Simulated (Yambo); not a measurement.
G0W0@PBEsol for RbBr (rock salt, space group Fm-3m, No. 225) in Yambo. Reference settings: 4×4×4 Γ-centred k mesh, 145 bands and a 8 Ry block in the screening, 145 bands in G with the Bruneval-Gonze terminator, plasmon pole fitted at 27.2 eV. The PBEsol gap Γ → Γ on this mesh is 4.22 eV; G0W0 gaps are taken between the same points.

| change from the reference | G0W0 gap Γ → Γ (eV) | shift of the valence edge (eV) |
|---|---|---|
| reference settings | 6.80 | -1.92 |
| no random integration | 6.69 | -1.71 |
| 1 Ry block | 6.36 | -1.53 |
| 47 bands in G | 6.78 | -1.88 |
| 89 bands in G, no terminator | 6.70 | -1.73 |
| 47 bands in W, 47 bands in G | ? | -1.70 |
| pole fitted at 55 eV | 6.93 | -2.09 |
| 89 bands in W, 89 bands in G | 6.76 | -1.85 |

Problem. Estimate the withheld gaps from the other rows; the computed values follow.

Solution. 
- 47 bands in W, 47 bands in G, G0W0 gap Γ → Γ (eV): 6.71

The reference isn't shown to be the converged limit.

Spin-orbit coupling is not included.

Geometry relaxed with PBEsol; primitive cell a = 4.839 Å, b = 4.839 Å, c = 4.839 Å, α = 60.00°, β = 60.00°, γ = 60.00°.

A shift is the quasiparticle energy of the state minus its PBEsol energy.
